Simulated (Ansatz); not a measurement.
Here is the system:

Hf₂Nb₃Ge₄:
```cif
data_Ge16Hf8Nb12
_chemical_formula_sum 'Hf8 Nb12 Ge16'
_space_group_name_H-M_alt 'P 1'
_space_group_IT_number 1
_cell_length_a 6.80143
_cell_length_b 13.19526
_cell_length_c 6.94144
_cell_angle_alpha 90.000
_cell_angle_beta 90.000
_cell_angle_gamma 90.000
loop_
_space_group_symop_operation_xyz
  'x, y, z'
loop_
_atom_site_label
_atom_site_type_symbol
_atom_site_fract_x
_atom_site_fract_y
_atom_site_fract_z
_atom_site_occupancy
Hf1 Hf 0.48856 0.40888 0.67507 1
Hf2 Hf 0.51144 0.59112 0.32493 1
Hf3 Hf 0.01144 0.59112 0.17507 1
Hf4 Hf 0.98856 0.40888 0.82493 1
Hf5 Hf 0.98856 0.09112 0.82493 1
Hf6 Hf 0.01144 0.90888 0.17507 1
Hf7 Hf 0.51144 0.90888 0.32493 1
Hf8 Hf 0.48856 0.09112 0.67507 1
Nb1 Nb 0.65868 0.37563 0.16583 1
Nb2 Nb 0.34132 0.62437 0.83417 1
Nb3 Nb 0.84132 0.62437 0.66583 1
Nb4 Nb 0.15868 0.37563 0.33417 1
Nb5 Nb 0.15868 0.12437 0.33417 1
Nb6 Nb 0.84132 0.87563 0.66583 1
Nb7 Nb 0.34132 0.87563 0.83417 1
Nb8 Nb 0.65868 0.12437 0.16583 1
Nb9 Nb 0.83505 0.25000 0.49275 1
Nb10 Nb 0.16495 0.75000 0.50725 1
Nb11 Nb 0.66495 0.75000 0.99275 1
Nb12 Nb 0.33505 0.25000 0.00725 1
Ge1 Ge 0.68341 0.54002 0.96124 1
Ge2 Ge 0.31659 0.45998 0.03876 1
Ge3 Ge 0.81659 0.45998 0.46124 1
Ge4 Ge 0.18341 0.54002 0.53876 1
Ge5 Ge 0.18341 0.95998 0.53876 1
Ge6 Ge 0.81659 0.04002 0.46124 1
Ge7 Ge 0.31659 0.04002 0.03876 1
Ge8 Ge 0.68341 0.95998 0.96124 1
Ge9 Ge 0.46057 0.25000 0.38812 1
Ge10 Ge 0.53943 0.75000 0.61188 1
Ge11 Ge 0.03943 0.75000 0.88812 1
Ge12 Ge 0.96057 0.25000 0.11188 1
Ge13 Ge 0.69341 0.25000 0.84959 1
Ge14 Ge 0.30659 0.75000 0.15041 1
Ge15 Ge 0.80659 0.75000 0.34959 1
Ge16 Ge 0.19341 0.25000 0.65041 1
```

This is the r²SCAN-relaxed structure.

All from r²SCAN (plane waves, PAW; program Ansatz), unless another level is named. Give the electronic character.

metallic (no gap).

And the formation energy from the elements (no fitted shifts)?

-0.70 eV/atom.

Next, the density of states at the Fermi level?

0.37 states/eV per atom (mean over ±0.08 eV).

Space group Pnma. The workflow started from a Materials Project entry (that database holds measured and hypothetical structures alike); the Crystallography Open Database copy checked does not list it. Whether it is the stable phase at ambient conditions was not checked. The r²SCAN relaxation kept the symmetry of its start; its stability against distortions is not shown here. No spin polarisation was allowed. The references are the lowest solids computed at this level, not always the standard phases. Spin–orbit coupling is left out wherever it is not named.

Potentials: the later of the program's two PAW sets.
